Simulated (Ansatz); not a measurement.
LaB₂:
```
CELL_PARAMETERS angstrom
     -2.01959     2.01959     3.49035
      2.01959    -2.01959     3.49035
      2.01959     2.01959    -3.49035
ATOMIC_POSITIONS crystal
  La 0.00000 0.00000 0.00000
  B  0.38954 0.38954 0.00000
  B  0.61046 0.61046 0.00000
```

Relaxed with PBE. Special points in fractions of this cell's reciprocal vectors: Γ (0.000, 0.000, 0.000); X (0.000, 0.000, 0.500); P (0.250, 0.250, 0.250); N (0.000, 0.500, 0.000); M (0.500, 0.500, -0.500); S (0.334, 0.666, -0.334); S0 (-0.334, 0.334, 0.334); R (-0.167, 0.167, 0.500); G (0.500, 0.500, -0.167).

### Question
List the band energies nearest the Fermi level at these points for PBE with spin–orbit coupling in the plane-wave PAW code Ansatz.

### Answer
In eV from the Fermi level; about four levels below and three above (degenerate sets whole), none deeper than 8.9 eV; points with the same levels are listed once.

```csv
k,below,above
Γ,-2.41 -2.41 -0.97 -0.97,0.30 0.30 0.35 0.35
X,-0.91 -0.91 -0.82 -0.82,0.28 0.28 2.96 2.96
P,-1.18 -1.18 -0.98 -0.98,0.79 0.79 1.49 1.49
N,-1.92 -1.92 -1.46 -1.46,0.22 0.22 2.29 2.29
M,-0.23 -0.23 -0.11 -0.11,0.47 0.47 0.58 0.58
S,-1.16 -1.16 -0.27 -0.27,2.55 2.55 2.69 2.69
R,-0.93 -0.93 -0.44 -0.44,0.74 0.74 2.95 2.95
```

Space group I4/mmm (MoSi2 or CaC2 type). The start of the workflow was typed in or built on a structure type; neither database checked (COD, Materials Project) lists it. Its standing as an ambient phase is unchecked. The PBE relaxation kept the symmetry of its start; whether a distortion lowers the energy is not shown. Its formation energy is positive at this level, so the cell may be metastable or incomplete.

Potentials: the earlier of the program's two PAW sets.
